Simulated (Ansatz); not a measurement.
Consider the following.

HfO₂:
```yaml
crystal:
  lattice:
    - [5.09592, 0.00000, 0.00000]
    - [0.00000, 5.17687, 0.00000]
    - [-0.88059, 0.00000, 5.19685]
  atoms:
    - { symbol: Hf, position: [0.27715, 0.04294, 0.20819] }
    - { symbol: Hf, position: [0.72285, 0.54294, 0.29181] }
    - { symbol: Hf, position: [0.72285, 0.95706, 0.79181] }
    - { symbol: Hf, position: [0.27715, 0.45706, 0.70819] }
    - { symbol: O, position: [0.07122, 0.33730, 0.34092] }
    - { symbol: O, position: [0.92878, 0.83730, 0.15908] }
    - { symbol: O, position: [0.92878, 0.66270, 0.65908] }
    - { symbol: O, position: [0.07122, 0.16270, 0.84092] }
    - { symbol: O, position: [0.44713, 0.75818, 0.48001] }
    - { symbol: O, position: [0.55287, 0.25818, 0.01999] }
    - { symbol: O, position: [0.55287, 0.24182, 0.51999] }
    - { symbol: O, position: [0.44713, 0.74182, 0.98001] }
```

This is the PBEsol-relaxed structure. Cartesian axes are those of the cell as given.

Problem. All from the program Ansatz at the PBEsol level (PAW), unless another level is named. Estimate the electronic dielectric constant ε∞ (DFPT).

Solution. 5.04 (xx), 5.06 (yy), 4.75 (zz).

Problem. What about the Born charges (a third of the trace)?

Solution. Hf +5.15, O -2.60 to -2.55 e.

Space group P2_1/c. The cell was relaxed with PBEsol under the symmetry of its start. The run is not spin-polarised. Scalar-relativistic: spin–orbit coupling is off unless named, which matters more the heavier the elements.

Potentials: the later of the program's two PAW sets.
